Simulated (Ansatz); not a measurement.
## Cu$_{2}$Te: from a starting cell to a relaxed one

The relaxed structure here is a generated cell of Cu2Te: the first start was made by a random draw of sites in a space group, and the end was not matched to a known phase here, so it may be hypothetical.

The start is a randomly generated symmetric cell of Cu2Te (space group No. 187). The structure is fully relaxed (lattice and positions, P = 0) with r2SCAN (plane waves to 500 eV, PAW, scalar-relativistic; Ansatz, a first-principles code). The first steps use a coarse 6×6×3 k-mesh.

Starting cell:
```
CELL_PARAMETERS angstrom
      4.80365     0.00000     0.00000
     -2.40182     4.16008     0.00000
      0.00000     0.00000     8.04142
ATOMIC_POSITIONS crystal
  Cu 0.33333 0.66667 0.00000
  Cu 0.66667 0.33333 0.38627
  Cu 0.66667 0.33333 0.61373
  Cu 0.00000 0.00000 0.50000
  Te 0.33333 0.66667 0.50000
  Te 0.00000 0.00000 0.00000
```

* **Outcome**: The space group stays P-6m2 (No. 187) (the run could not lower it), with 6 atoms in the primitive cell
* **Shortest distances (start → end)**: The closest pairs of elements (up to four, under 3.6 Å), start → end: Cu–Cu 1.83 → 2.61 Å; Cu–Te 2.77 → 2.53 Å
* **Band gap at the end**: no gap on the sampled points, where the bands overlap only slightly; such a result is sensitive to mesh and level
* **Optimiser moves**: 15

The end point of the relaxation:

Space group P-6m2 (No. 187); a = b = 4.385 Å, c = 6.630 Å, α = β = 90.00°, γ = 120.00°

```csv
atom,site,symmetry,x,y,z
Cu,1e,-6m2,0.6667,0.3333,0.0000
Cu,2h,3m.,0.3333,0.6667,0.3035
Cu,1b,-6m2,0.0000,0.0000,0.5000
Te,1f,-6m2,0.6667,0.3333,0.5000
Te,1a,-6m2,0.0000,0.0000,0.0000
```

Final values are on a 12×12×7 k-mesh of the relaxed cell. The start holds a very short contact (Cu–Cu 1.83 Å). No spin polarisation in the result. Spin-orbit coupling is missing; with elements this heavy it can move band edges by tenths of an eV or more.

The run could not lose the symmetry of its start: the end is stationary, and may be a saddle point rather than a minimum.
